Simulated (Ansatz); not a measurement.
## Relaxing a structure of Ag

The start is a relaxed Ag cell, doubled along one cell vector, shaken by Gaussian noise of σ = 0.08 Å a coordinate. Cell shape, volume and atoms are optimised at zero target pressure with PBEsol (plane waves to 420 eV, PAW, scalar-relativistic; Ansatz, a program for electronic structure). First-step values are on the input's coarse k-mesh.

Ansatz input (later rounds restart from its end on a renewed k-mesh):
Ansatz 0.2 input:
```yaml
crystal:
  lattice:
    - [0, 6.0392999298, 6.0392999298]
    - [3.0196499649, 0, 3.0196499649]
    - [3.0196499649, 3.0196499649, 0]
  atoms:
    - { symbol: Ag, position: [0.3807342748, 0.7683923158, 0.7460236992] }
    - { symbol: Ag, position: [0.8731842659, 0.7395301313, 0.7482108579] }
    - { symbol: Ag, position: [0.2603603287, 0.5140638034, 0.4743192617] }
    - { symbol: Ag, position: [0.7315254998, 0.5164753943, 0.5021837954] }
basis: { ecutwfc: 420, ecutrho_ratio: 4, xc_grid: 2, fft_grid_basis: typed }
kpoints: { mp_grid: { grid: [5, 9, 9] } }
hamiltonian:
  xc: pbesol
  dispersion: none
  pseudopotentials: { azcp: { folder: ./paw }, kind: paw }
scf: { occupations: { method: fermi_dirac, width: 0.05 } }
relax: { f_tol: 0.01, max_steps: 100, cell: { stress_tol: 0.02 } }
output: { forces: true, stress: true }
```

Task: Which atoms feel the largest initial force, and how large is it?

Result: 1.29 eV/Å, on Ag4 (atoms numbered as listed).

Task: How much energy is released per atom?

Result: 1.02 to 1.03 eV/atom (the two k-meshes of the run give this range).

Task: How does the volume change?

Result: -39.5 %, from 27.53 to 16.66 Å³/atom.

Task: Is the parent structure recovered?

Result: It does not go back: it reaches Fm-3m (No. 225), fcc (Cu type), 0.99 eV/atom below the parent.

Task: How do the shortest distances between atoms change?

Result: The closest pairs of elements (up to four, under 3.6 Å), start → end: Ag–Ag 2.45 → 2.87 Å.

Task: What band gap does the relaxed structure have at this level?

Result: No gap (metallic).

Task: Write out the relaxed structure.

Result: 
Space group Fm-3m (No. 225); a = 4.054 Å, b = 4.054 Å, c = 4.054 Å, α = 90.00°, β = 90.00°, γ = 90.00°

```json
[
 {"atom": "Ag", "site": "4a", "symmetry": "m-3m", "x": "0.0000", "y": "0.0000", "z": "0.0000"}
]
```
(The calculation used a cell of 1 atom; values per cell refer to that cell.)

Final values are on a 23×23×23 k-mesh of the relaxed cell. No spin polarisation in the result.

Of the parent cell (Fd-3m (No. 227)): it is a generated cell of Ag: the first start was made by placing the elements on the sites of a structure type, and the end was not matched to a known phase here, so it may be hypothetical. Known forms of Ag include space group No. 225.
